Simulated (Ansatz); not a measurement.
Starting cell, Se (trigonal-Se type, space group P3_121):

```xyz
6
Lattice="9.0588 0.0000 0.0000 -2.2647 3.9226 0.0000 0.0000 0.0000 5.0424" Properties=species:S:1:pos:R:3 pbc="T T T"
Se     0.9893     0.0000     4.2020
Se     5.5187     0.0000     4.2020
Se    -0.4946     0.8567     0.8404
Se     4.0348     0.8567     0.8404
Se     1.7701     3.0659     2.5212
Se     6.2995     3.0659     2.5212
```

In this cell atom 1 (Se, nearest neighbour Se at 2.400 Å; its periodic images, 4.5 Å or more away, move with it) is moved by s along Cartesian [110], unit vector (0.707, 0.707, 0.000); all other atoms and the cell stay fixed.

The numbers are results of PBE (plane waves to 420 eV, PAW, scalar-relativistic; Ansatz, an electronic-structure program), not measurements. k mesh 7×7×5 (Γ-centred), Fermi-Dirac smearing 0.05 eV. Energies are smeared free energies. As the smearing reaches across the gap at some points, energies and forces of such displacements shift with the k mesh and the smearing. Se was relaxed with its symmetry unable to fall. The PAW data are Ansatz's earlier set. The zero of ΔE is the undisplaced structure.

Q: What ΔE (meV/cell) does the calculation give at s (Å) = -0.720, -0.576, 0.288, 0.432, 0.576, 0.720?

A: 
```json
[
 {"s (Å)": "-0.720", "ΔE (meV/cell)": "1673"},
 {"s (Å)": "-0.576", "ΔE (meV/cell)": "1039"},
 {"s (Å)": "0.288", "ΔE (meV/cell)": "193"},
 {"s (Å)": "0.432", "ΔE (meV/cell)": "405"},
 {"s (Å)": "0.576", "ΔE (meV/cell)": "667"},
 {"s (Å)": "0.720", "ΔE (meV/cell)": "958"}
]
```

(A displaced cell: forces are minus the slopes of the energy, force constants its curvatures, and phonons follow from these.)
